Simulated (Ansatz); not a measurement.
With PBE in the plane-wave PAW code Ansatz, NiGe in the orthorhombic phase (Pnma; Ni on 4c, Ge on 4c) relaxes to a = 5.377 Å, b = 3.497 Å, c = 5.840 Å. Its formation energy from the elements is -0.30 eV/atom, with no fitted shifts.

Electronic character: metallic (no gap).

The cell was relaxed with PBE under the symmetry of its start. No spin polarisation was allowed. The references are the lowest solids computed at this level, not always the standard phases. Spin–orbit coupling is left out wherever it is not named.

Potentials: the later of the program's two PAW sets.
